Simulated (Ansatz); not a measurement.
Geometry optimisation in Ansatz: input, command and trajectory.

```yaml
crystal:
  lattice:
    - [3.89554834, -3.89554834, 0.0]
    - [-3.89554834, -3.89554834, 0.0]
    - [0.0, 3.89554834, -5.06421284]
  atoms:
    - { symbol: O, position: [0.7431910094, 0.4404612451, 0.4944065727] }
    - { symbol: O, position: [0.4933126734, 0.191045453, 0.9902278221] }
    - { symbol: O, position: [0.2525806071, 0.9443941955, 0.4949688545] }
    - { symbol: O, position: [0.9952855303, 0.6921220609, 0.9971209237] }
    - { symbol: O, position: [0.7390414575, 0.0510827977, 0.4955464593] }
    - { symbol: O, position: [0.4954553031, 0.8003091828, 0.9944168956] }
    - { symbol: O, position: [0.2464235095, 0.5528888698, 0.4948140671] }
    - { symbol: O, position: [0.000326385, 0.309779345, 0.0021347947] }
    - { symbol: O, position: [0.9331409205, 0.1295971501, 0.2484346172] }
    - { symbol: O, position: [0.684524731, 0.8693183464, 0.7497345971] }
    - { symbol: O, position: [0.4191599569, 0.6239049511, 0.248069016] }
    - { symbol: O, position: [0.1782835314, 0.3688162209, 0.7453948414] }
    - { symbol: O, position: [0.3178544062, 0.1297956871, 0.2526452224] }
    - { symbol: O, position: [0.0588681745, 0.8790427274, 0.7411629259] }
    - { symbol: O, position: [0.8210336687, 0.62176308, 0.2420676718] }
    - { symbol: O, position: [0.5666409215, 0.3791795602, 0.7487237411] }
    - { symbol: Si, position: [0.0001871509, 0.9963432257, 0.9940651371] }
    - { symbol: Si, position: [0.3804827807, 0.882919633, 0.7574904724] }
    - { symbol: Si, position: [0.8791212787, 0.3766489847, 0.7557840362] }
    - { symbol: Ge, position: [0.7464818148, 0.7458018041, 0.4960073694] }
    - { symbol: Ge, position: [0.493694238, 0.4992619774, 0.9875231641] }
    - { symbol: Ge, position: [0.2470373041, 0.2538469127, 0.5056168067] }
    - { symbol: Ge, position: [0.6249150563, 0.1296774973, 0.2489939508] }
    - { symbol: Ge, position: [0.1289087518, 0.6307417233, 0.254989547] }
  symmetry: { detect: false }
basis:
  ecutwfc: 420
kpoints:
  mp_grid: { grid: [3, 3, 3], shift: [0.0, 0.0, 0.0] }
hamiltonian:
  xc: pbe
scf:
  occupations: { method: gaussian, width: 0.1 }
  lower_state_search: "off"
output:
  forces: true
  stress: true
  eigenvalues: true
relax:
  adjacent_minimum: "off"
  f_tol: 0.04
  max_steps: 50
  cell: { stress_tol: 0.3 }
```

```bash
ansatz run input.yaml --threads 4 --pin off --max-ram 9216MiB --backend cpu --events-out ev --progress --plain --runs-dir out
```

Method: DFT PBE, scalar-relativistic, plane waves, PAW (Ansatz 0.2.0).

Of 11 frames 8 are shown, positions in Å and forces in eV/Å; the SCF threshold varies from step to step. Steps run on the plane waves of an earlier cell, with a Pulay correction in the pressure. The basis is chosen afresh for the last frame, the zero of the energies, and can be on the way; energy and pressure step there, also at an unchanged geometry. Here that happened at steps 7 (-76 meV/atom, 11.0 GPa), 11 (-3 meV/atom, 0.1 GPa); the frames before carry an error of that size.

```xyz
24
Lattice="3.8955 -3.8955 0.0000 -3.8955 -3.8955 0.0000 0.0000 3.8955 -5.0642" Properties=species:S:1:pos:R:3:forces:R:3 pbc="T T T" step=1 free_energy_over_end_meV_per_atom=1285.62 pressure_GPa=194.27
O     1.1793   -2.6850   -2.5038   -0.3320   -0.9880   -5.4930
O     1.1775    1.1915   -5.0147   -0.8100   -0.8190    1.3480
O    -2.6950   -2.7347   -2.5066   -0.6110   -0.3980   -5.9350
O     1.1810   -2.6890   -5.0496   -3.2640   -4.0760    3.2690
O     2.6800   -1.1475   -2.5096   -0.3120   -0.7440   -3.7240
O    -1.1876   -1.1739   -5.0359   -2.0490   -1.3840    1.9040
O    -1.1939   -1.1862   -2.5058   -0.2360    0.1730   -5.9960
O    -1.2055   -1.1997   -0.0108    3.7650    3.8130    4.0590
O     3.1302   -3.1722   -1.2581   -1.0230    1.6890    4.2670
O    -0.7199   -3.1324   -3.7968   -4.6010    4.2110   -3.5540
O    -0.7976   -3.0969   -1.2563    2.2850   -1.9860    1.5540
O    -0.7422    0.7725   -3.7748   -7.2880    7.3020   -1.0820
O     0.7326   -0.7597   -1.2794    0.8900   -0.6070    4.4060
O    -3.1950   -0.7664   -3.7534    5.5080   -5.0060   -4.9040
O     0.7763   -4.6775   -1.2259   -0.5280    0.5940   -0.3700
O     0.7303   -0.7678   -3.7917    6.8700   -6.5600    1.1700
Si   -3.8806   -0.0096   -5.0342   -0.4470   -0.3250   -1.8240
Si   -1.9573   -1.9708   -3.8361    0.7420    1.0430    3.9890
Si    1.9574   -1.9477   -3.8275   -0.3940    0.9120    2.3010
Ge    0.0026   -3.8810   -2.5119   -0.4520    0.0750    3.0050
Ge   -0.0217   -0.0212   -5.0010    0.6560    1.7710   -6.3820
Ge   -0.0265    0.0184   -2.5606    1.2630   -1.5280    4.3200
Ge    1.9292   -1.9696   -1.2610    1.2540    1.3480    1.6010
Ge   -1.9549   -1.9659   -1.2913   -0.8890    1.4870    2.0690
24
Lattice="4.0820 -4.0794 0.0009 -4.0865 -4.0840 -0.0003 0.0015 4.0820 -5.2868" Properties=species:S:1:pos:R:3:forces:R:3 pbc="T T T" step=2 free_energy_over_end_meV_per_atom=430.98 pressure_GPa=83.39
O     1.2426   -2.8138   -2.6444   -0.0710   -0.4890   -2.4480
O     1.2425    1.2568   -5.2192   -0.6680   -0.7510    0.3790
O    -2.8242   -2.8563   -2.6448   -0.2590   -0.0370   -3.0510
O     1.2286   -2.8317   -5.2429   -1.1970   -1.7270    1.2050
O     2.8049   -1.2175   -2.6470   -0.0890   -0.4480   -1.6970
O    -1.2614   -1.2401   -5.2385   -0.7470   -0.4260    0.8810
O    -1.2612   -1.2486   -2.6455   -0.2450   -0.0310   -3.1330
O    -1.2548   -1.2453    0.0241    1.4890    1.5150    1.6490
O     3.2842   -3.3154   -1.2787   -0.3740    0.7910    1.8670
O    -0.7793   -3.2722   -3.9907   -2.0710    1.7630   -1.4140
O    -0.8241   -3.2580   -1.3111    1.1330   -0.9800    0.7190
O    -0.8048    0.8304   -3.9406   -3.0500    2.9170   -0.4540
O     0.7661   -0.7886   -1.2958    0.3660   -0.2220    2.0520
O    -3.3274   -0.8162   -3.9578    2.5470   -2.0910   -2.1550
O     0.8035   -4.8925   -1.2890   -0.3470    0.3340   -0.2860
O     0.7885   -0.8217   -3.9509    2.8310   -2.6280    0.4800
Si   -4.0740   -0.0095   -5.2505   -0.3340   -0.1530   -1.0290
Si   -2.0527   -2.0640   -4.0022    0.4720    0.6670    2.6330
Si    2.0464   -2.0376   -3.9909   -0.2960    0.5630    1.2340
Ge   -0.0012   -4.0717   -2.6429   -0.3290   -0.0540    1.1680
Ge   -0.0216   -0.0204   -5.2257    0.3880    0.8180   -2.9340
Ge   -0.0262    0.0172   -2.6574    0.6570   -0.8810    2.2920
Ge    2.0222   -2.0580   -1.3120    0.5030    0.7840    0.3600
Ge   -2.0498   -2.0571   -1.3401   -0.3100    0.7650    1.6830
24
Lattice="4.3081 -4.3095 -0.0002 -4.3150 -4.3163 -0.0002 0.0034 4.3127 -5.6300" Properties=species:S:1:pos:R:3:forces:R:3 pbc="T T T" step=4 free_energy_over_end_meV_per_atom=90.02 pressure_GPa=-1.57
O     1.3245   -2.9741   -2.8603   -0.0480   -0.0500    0.0140
O     1.3199    1.3316   -5.5477   -0.0490   -0.0610   -0.0070
O    -2.9856   -2.9764   -2.8822   -0.0310   -0.0350   -0.0080
O     1.2907   -3.0072   -5.5451    0.0630    0.0570   -0.1100
O     2.9642   -1.3369   -2.8598    0.0440    0.0450    0.0260
O    -1.3408   -1.3331   -5.5489    0.0320    0.0230    0.0010
O    -1.3484   -1.3415   -2.8825    0.0320    0.0290   -0.0120
O    -1.3143   -1.3061    0.0850   -0.0420   -0.0440   -0.1140
O     3.4836   -3.4956   -1.3117   -0.0070    0.0030   -0.0150
O    -0.8701   -3.4580   -4.2859    0.1010   -0.0980    0.0390
O    -0.8501   -3.4765   -1.4021   -0.0340    0.0270   -0.0250
O    -0.8981    0.8868   -4.2008    0.1850   -0.1870   -0.0080
O     0.8050   -0.8138   -1.3119   -0.0030    0.0010   -0.0240
O    -3.4650   -0.8592   -4.2863   -0.0710    0.0680    0.0410
O     0.8271   -5.1515   -1.4026    0.0410   -0.0480   -0.0250
O     0.8790   -0.8873   -4.1995   -0.1750    0.1670   -0.0010
Si   -4.3196   -0.0034   -5.5839   -0.0160    0.0000   -0.1400
Si   -2.1657   -2.1621   -4.2323   -0.0120    0.0390    0.2240
Si    2.1457   -2.1541   -4.2229   -0.0180   -0.0260    0.1150
Ge   -0.0123   -4.3157   -2.8526   -0.0040    0.0240   -0.1100
Ge   -0.0091   -0.0051   -5.5924   -0.0070    0.0570    0.1560
Ge   -0.0115    0.0010   -2.7962    0.0130   -0.0110    0.0280
Ge    2.1416   -2.1565   -1.3806    0.0210    0.0130   -0.1320
Ge   -2.1649   -2.1600   -1.3855   -0.0160    0.0070    0.0880
24
Lattice="4.3065 -4.3058 0.0000 -4.3110 -4.3102 0.0000 0.0022 4.3080 -5.6173" Properties=species:S:1:pos:R:3:forces:R:3 pbc="T T T" step=5 free_energy_over_end_meV_per_atom=89.42 pressure_GPa=0.02
O     1.3242   -2.9733   -2.8544    0.0080    0.0070    0.0110
O     1.3200    1.3282   -5.5346   -0.0010   -0.0020   -0.0160
O    -2.9828   -2.9738   -2.8740   -0.0080   -0.0090    0.0120
O     1.2936   -3.0038   -5.5356   -0.0040   -0.0060   -0.0110
O     2.9632   -1.3339   -2.8545   -0.0080   -0.0090    0.0130
O    -1.3391   -1.3297   -5.5346    0.0020    0.0010   -0.0170
O    -1.3471   -1.3379   -2.8739    0.0080    0.0080    0.0100
O    -1.3149   -1.3057    0.0818    0.0080    0.0080   -0.0120
O     3.4825   -3.4918   -1.3100    0.0010   -0.0010   -0.0180
O    -0.8648   -3.4555   -4.2774    0.0030   -0.0030    0.0190
O    -0.8499   -3.4705   -1.4002   -0.0040    0.0040   -0.0180
O    -0.8921    0.8820   -4.1892   -0.0140    0.0140    0.0240
O     0.8051   -0.8155   -1.3101   -0.0020    0.0020   -0.0170
O    -3.4654   -0.8560   -4.2775    0.0040   -0.0030    0.0190
O     0.8265   -5.1472   -1.4003    0.0040   -0.0040   -0.0160
O     0.8731   -0.8836   -4.1891    0.0140   -0.0140    0.0230
Si   -4.3178   -0.0028   -5.5776   -0.0050   -0.0010    0.0270
Si   -2.1645   -2.1565   -4.2149   -0.0060    0.0070   -0.0010
Si    2.1439   -2.1536   -4.2097   -0.0020    0.0000   -0.0070
Ge   -0.0116   -4.3090   -2.8496    0.0000    0.0020    0.0190
Ge   -0.0095   -0.0009   -5.5764    0.0000    0.0000   -0.0310
Ge   -0.0096   -0.0007   -2.7871    0.0010    0.0000   -0.0530
Ge    2.1436   -2.1537   -1.3805    0.0020    0.0000    0.0620
Ge   -2.1648   -2.1558   -1.3780   -0.0010    0.0000   -0.0230
24
Lattice="4.3059 -4.3059 0.0000 -4.3111 -4.3111 0.0000 0.0026 4.3085 -5.6172" Properties=species:S:1:pos:R:3:forces:R:3 pbc="T T T" step=7 free_energy_over_end_meV_per_atom=12.96 pressure_GPa=10.99
O     1.3240   -2.9732   -2.8534   -0.0070   -0.0070    0.0270
O     1.3198    1.3284   -5.5345   -0.0100   -0.0100   -0.0180
O    -2.9833   -2.9746   -2.8738   -0.0110   -0.0110    0.0220
O     1.2930   -3.0042   -5.5362    0.0020    0.0020   -0.0140
O     2.9628   -1.3342   -2.8534    0.0070    0.0070    0.0270
O    -1.3388   -1.3300   -5.5345    0.0110    0.0110   -0.0180
O    -1.3468   -1.3380   -2.8738    0.0110    0.0110    0.0220
O    -1.3146   -1.3059    0.0811   -0.0010   -0.0020   -0.0140
O     3.4819   -3.4922   -1.3109   -0.0050    0.0050   -0.0360
O    -0.8652   -3.4562   -4.2763    0.0020   -0.0020    0.0230
O    -0.8505   -3.4708   -1.4010   -0.0030    0.0030    0.0050
O    -0.8925    0.8823   -4.1889    0.0060   -0.0060   -0.0050
O     0.8049   -0.8153   -1.3109    0.0050   -0.0050   -0.0360
O    -3.4649   -0.8565   -4.2764   -0.0010    0.0010    0.0230
O     0.8263   -5.1477   -1.4010    0.0030   -0.0030    0.0050
O     0.8736   -0.8839   -4.1889   -0.0060    0.0060   -0.0050
Si   -4.3179   -0.0034   -5.5771   -0.0010    0.0000    0.0020
Si   -2.1650   -2.1564   -4.2143   -0.0010    0.0010   -0.0030
Si    2.1435   -2.1537   -4.2093    0.0000    0.0000   -0.0020
Ge   -0.0121   -4.3093   -2.8490    0.0000    0.0010   -0.0020
Ge   -0.0095   -0.0008   -5.5774    0.0000    0.0000   -0.0010
Ge   -0.0095   -0.0008   -2.7888    0.0000    0.0000   -0.0060
Ge    2.1434   -2.1537   -1.3786    0.0000    0.0000    0.0000
Ge   -2.1650   -2.1563   -1.3788    0.0000    0.0000    0.0030
24
Lattice="4.3643 -4.3636 0.0001 -4.3720 -4.3713 0.0000 0.0038 4.3675 -5.6529" Properties=species:S:1:pos:R:3:forces:R:3 pbc="T T T" step=8 free_energy_over_end_meV_per_atom=2.89 pressure_GPa=2.38
O     1.3475   -3.0072   -2.8712   -0.0400   -0.0400    0.0170
O     1.3441    1.3531   -5.5694   -0.0160   -0.0170   -0.0110
O    -3.0197   -3.0101   -2.8930   -0.0340   -0.0350    0.0250
O     1.3193   -3.0353   -5.5721   -0.0650   -0.0660    0.0060
O     2.9975   -1.3579   -2.8713    0.0390    0.0390    0.0160
O    -1.3634   -1.3547   -5.5694    0.0210    0.0220   -0.0110
O    -1.3715   -1.3626   -2.8931    0.0350    0.0350    0.0260
O    -1.3425   -1.3339    0.0807    0.0650    0.0670    0.0080
O     3.5350   -3.5453   -1.3199   -0.0390    0.0420   -0.0030
O    -0.8693   -3.5128   -4.3016   -0.0370    0.0380   -0.0310
O    -0.8592   -3.5232   -1.4096   -0.0240    0.0260    0.0050
O    -0.8979    0.8870   -4.2160   -0.0290    0.0300    0.0120
O     0.8101   -0.8200   -1.3199    0.0380   -0.0400   -0.0020
O    -3.5222   -0.8599   -4.3016    0.0410   -0.0400   -0.0330
O     0.8322   -5.2135   -1.4094    0.0230   -0.0240    0.0050
O     0.8786   -0.8885   -4.2160    0.0280   -0.0290    0.0090
Si   -4.3776   -0.0044   -5.6150   -0.0010   -0.0020    0.1090
Si   -2.1951   -2.1867   -4.2400   -0.0050    0.0010   -0.0520
Si    2.1723   -2.1826   -4.2348    0.0020    0.0010   -0.0350
Ge   -0.0134   -4.3685   -2.8616    0.0000    0.0010   -0.1490
Ge   -0.0096   -0.0002   -5.6145    0.0000   -0.0070    0.0640
Ge   -0.0095   -0.0008   -2.8063   -0.0010    0.0010   -0.0510
Ge    2.1726   -2.1824   -1.3883    0.0000   -0.0030    0.0580
Ge   -2.1956   -2.1863   -1.3892   -0.0010    0.0000    0.0190
24
Lattice="4.3858 -4.3847 0.0000 -4.3942 -4.3931 0.0000 0.0042 4.3889 -5.6556" Properties=species:S:1:pos:R:3:forces:R:3 pbc="T T T" step=10 free_energy_over_end_meV_per_atom=2.89 pressure_GPa=-0.02
O     1.3549   -3.0213   -2.8725   -0.0030   -0.0030    0.0040
O     1.3524    1.3610   -5.5713   -0.0020   -0.0040   -0.0060
O    -3.0337   -3.0243   -2.8942   -0.0040   -0.0040    0.0040
O     1.3265   -3.0497   -5.5734   -0.0010   -0.0020   -0.0030
O     3.0115   -1.3649   -2.8725    0.0030    0.0030    0.0040
O    -1.3719   -1.3625   -5.5713    0.0040    0.0050   -0.0050
O    -1.3797   -1.3705   -2.8942    0.0040    0.0040    0.0040
O    -1.3500   -1.3408    0.0822    0.0010    0.0020   -0.0030
O     3.5533   -3.5629   -1.3199    0.0010    0.0010   -0.0030
O    -0.8726   -3.5311   -4.3064    0.0010    0.0010    0.0000
O    -0.8627   -3.5411   -1.4107    0.0010    0.0010    0.0020
O    -0.9010    0.8903   -4.2175   -0.0020    0.0030    0.0040
O     0.8132   -0.8233   -1.3199    0.0000   -0.0010   -0.0020
O    -3.5410   -0.8635   -4.3064    0.0000   -0.0010    0.0000
O     0.8350   -5.2384   -1.4107   -0.0010    0.0010    0.0020
O     0.8816   -0.8919   -4.2175    0.0020   -0.0020    0.0030
Si   -4.3995   -0.0049   -5.6166   -0.0020   -0.0010    0.0090
Si   -2.2066   -2.1975   -4.2429   -0.0020    0.0010   -0.0040
Si    2.1832   -2.1931   -4.2367    0.0010    0.0010   -0.0040
Ge   -0.0139   -4.3897   -2.8676    0.0010   -0.0010   -0.0010
Ge   -0.0097   -0.0007   -5.6165    0.0020   -0.0020   -0.0030
Ge   -0.0096   -0.0008   -2.8077   -0.0010    0.0010   -0.0070
Ge    2.1832   -2.1930   -1.3872    0.0000   -0.0020    0.0000
Ge   -2.2067   -2.1974   -1.3892   -0.0010    0.0020    0.0060
24
Lattice="4.3858 -4.3847 0.0000 -4.3942 -4.3931 0.0000 0.0042 4.3889 -5.6556" Properties=species:S:1:pos:R:3:forces:R:3 pbc="T T T" step=11 free_energy_over_end_meV_per_atom=0.00 pressure_GPa=0.11
O     1.3549   -3.0213   -2.8725   -0.0040   -0.0040    0.0040
O     1.3524    1.3610   -5.5713   -0.0030   -0.0050   -0.0060
O    -3.0337   -3.0243   -2.8942   -0.0040   -0.0050    0.0030
O     1.3265   -3.0497   -5.5734   -0.0030   -0.0030   -0.0030
O     3.0115   -1.3649   -2.8725    0.0040    0.0040    0.0040
O    -1.3719   -1.3625   -5.5713    0.0050    0.0060   -0.0050
O    -1.3797   -1.3705   -2.8942    0.0040    0.0040    0.0030
O    -1.3500   -1.3408    0.0822    0.0030    0.0030   -0.0030
O     3.5533   -3.5629   -1.3199    0.0000    0.0010   -0.0020
O    -0.8726   -3.5311   -4.3064    0.0000    0.0020    0.0000
O    -0.8627   -3.5411   -1.4107    0.0000    0.0010    0.0020
O    -0.9010    0.8903   -4.2175   -0.0020    0.0030    0.0040
O     0.8132   -0.8233   -1.3199    0.0000   -0.0010   -0.0020
O    -3.5410   -0.8635   -4.3064    0.0010   -0.0020    0.0000
O     0.8350   -5.2384   -1.4107   -0.0010    0.0000    0.0020
O     0.8816   -0.8919   -4.2175    0.0020   -0.0030    0.0030
Si   -4.3995   -0.0049   -5.6166   -0.0020   -0.0010    0.0080
Si   -2.2066   -2.1975   -4.2429   -0.0020    0.0010   -0.0040
Si    2.1832   -2.1931   -4.2367    0.0010    0.0010   -0.0040
Ge   -0.0139   -4.3897   -2.8676    0.0010   -0.0010   -0.0010
Ge   -0.0097   -0.0007   -5.6165    0.0020   -0.0020   -0.0030
Ge   -0.0096   -0.0008   -2.8077   -0.0010    0.0010   -0.0070
Ge    2.1832   -2.1930   -1.3872    0.0000   -0.0020    0.0000
Ge   -2.2067   -2.1974   -1.3892   -0.0010    0.0020    0.0050
```

The cell swells from 6.4 to 9.1 Å³ an atom. At the end the space group is Imm2 (tolerance 0.05 Å).

Time: 93 s on 4 threads of Intel(R) Xeon(R) Platinum 8488C (Sapphire Rapids), on a shared host, peak memory 1.1 GiB.

The k mesh is coarse.